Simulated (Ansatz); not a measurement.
Ti2AlC:
```cif
data_C2Al2Ti4
_chemical_formula_sum 'Ti4 Al2 C2'
_space_group_name_H-M_alt 'P 1'
_space_group_IT_number 1
_cell_length_a 3.05510
_cell_length_b 3.05510
_cell_length_c 13.71109
_cell_angle_alpha 90.000
_cell_angle_beta 90.000
_cell_angle_gamma 120.000
loop_
_space_group_symop_operation_xyz
  'x, y, z'
loop_
_atom_site_label
_atom_site_type_symbol
_atom_site_fract_x
_atom_site_fract_y
_atom_site_fract_z
_atom_site_occupancy
Ti1 Ti 0.33333 0.66667 0.08354 1
Ti2 Ti 0.66667 0.33333 0.91646 1
Ti3 Ti 0.66667 0.33333 0.58354 1
Ti4 Ti 0.33333 0.66667 0.41646 1
Al1 Al 0.33333 0.66667 0.75000 1
Al2 Al 0.66667 0.33333 0.25000 1
C1 C 0.00000 0.00000 0.00000 1
C2 C 0.00000 0.00000 0.50000 1
```

Relaxed with r²SCAN.

Task: Tabulate the valence density and the electron localisation function along the shortest Ti–C contact (2.10 Å), r²SCAN (plane waves, PAW; program Ansatz).

Result: 

```csv
distance from Ti (Å),density (e/Å³),ELF
0.21,9.57,0.11
0.32,8.54,0.33
0.42,6.89,0.55
0.53,4.92,0.64
0.63,3.08,0.62
0.74,1.72,0.48
0.84,0.95,0.29
0.95,0.64,0.21
1.05,0.57,0.27
1.16,0.61,0.47
1.26,0.73,0.67
1.37,0.91,0.77
1.47,1.14,0.77
1.58,1.39,0.71
1.68,1.59,0.57
1.79,1.71,0.34
1.89,1.72,0.12
```

The density is the valence pseudo-density with augmentation charge, so density and ELF within about 1 Å of a nucleus are not all-electron values.

Space group P6_3/mmc. The first step of the workflow began from a Materials Project structure, measured or hypothetical; the Crystallography Open Database copy checked does not list it. Its standing as an ambient phase is unchecked. The r²SCAN relaxation kept the symmetry of its start; of distortions, only those at the zone centre were tested. The run is not spin-polarised.

Potentials: the later of the program's two PAW sets.
